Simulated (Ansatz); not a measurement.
Cu3Sn in space group P6_3/mmc (No. 194; Cu on 6h, Sn on 2c) at seven volumes, DFT-r²SCAN in the program Ansatz with PAW potentials, shape and atoms relaxed at each. One row is withheld.

```json
[
 {"V (Å³/atom)": "12.782", "P (GPa)": "14.88"},
 {"V (Å³/atom)": "13.203", "P (GPa)": "8.97"},
 {"V (Å³/atom)": "13.624", "P (GPa)": "4.05"},
 {"V (Å³/atom)": "14.046", "P (GPa)": "-0.01"},
 {"V (Å³/atom)": "14.467", "P (GPa)": "-3.34"},
 {"V (Å³/atom)": "14.889", "P (GPa)": "-6.06"},
 {"V (Å³/atom)": "15.310", "P (GPa)": "?"}
]
```

**Question.** Fit the shown pressures and predict the withheld one.

**Answer.** P = (3/2)B₀(x^(7/2) − x^(5/2))[1 + (3/4)(B′ − 4)(x − 1)] with x = (V₀/V)^(2/3). Least squares on the six rows gives V₀ = 14.046 Å³/atom, B₀ = 122 GPa, B′ = 5.45. At V = 15.310, x = 0.9442 and P = -8.31 GPa. The run itself gave -8.24 GPa.

The workflow started from a Materials Project entry (that database holds measured and hypothetical structures alike); the Crystallography Open Database copy checked does not list it. COD files the formula under space group No. 59, 63, so this cell is another polymorph or a model. Its standing as an ambient phase is unchecked. The cell was relaxed with r²SCAN under the symmetry of its start; its stability against distortions is not shown here. No spin polarisation was allowed. Scalar-relativistic: spin–orbit coupling is off unless named, which matters more the heavier the elements.

Potentials: the later of the program's two PAW sets.
